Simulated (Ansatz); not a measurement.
The start is a generated trial cell of Pd in the AFLOW prototype A_hR1_166_a (A10, as in Hg). A full variable-cell relaxation at zero pressure is run with r2SCAN (plane waves to 500 eV, PAW, scalar-relativistic; Ansatz, a quantum-chemistry and plane-wave program). The first steps use a coarse 14×14×14 k-mesh.

Input geometry:
```
CELL_PARAMETERS angstrom
      1.48976     0.86011     1.91412
     -1.48976     0.86011     1.91412
      0.00000    -1.72022     1.91412
ATOMIC_POSITIONS crystal
  Pd 0.00000 0.00000 0.00000
```

- Initial pressure = +12.6 GPa (positive: the cell is compressed)
- Outcome = The space group goes from R-3m (No. 166) to Fm-3m (No. 225); the end is fcc (Cu type), with 1 atom in the primitive cell
- Energy released = 0.21 eV/atom
- Volume change = +1.4 %, from 14.72 to 14.93 Å³/atom
- Shortest distances (start → end) = The closest pairs of elements (up to four, under 3.6 Å), start → end: Pd–Pd 2.57 → 2.76 Å
- Band gap at the end = zero (metallic)
- Optimiser moves = 10

The end point of the relaxation:

```cif
data_Pd4
_chemical_formula_sum 'Pd4'
_space_group_name_H-M_alt 'Fm-3m'
_space_group_IT_number 225
_space_group_name_Hall '-F 4 2 3'
_cell_length_a 3.90836
_cell_length_b 3.90836
_cell_length_c 3.90836
_cell_angle_alpha 90.000
_cell_angle_beta 90.000
_cell_angle_gamma 90.000
loop_
_atom_site_label
_atom_site_type_symbol
_atom_site_symmetry_multiplicity
_atom_site_Wyckoff_symbol
_atom_site_fract_x
_atom_site_fract_y
_atom_site_fract_z
_atom_site_occupancy
Pd1 Pd 4 a 0.00000 0.00000 0.00000 1
```
(The calculation used a cell of 1 atom; values per cell refer to that cell.)

Final values are on a 20×20×20 k-mesh of the relaxed cell. No spin polarisation in the result.

The run could not lose the symmetry of its start; a randomly shaken copy of 2 atoms returns to this structure.
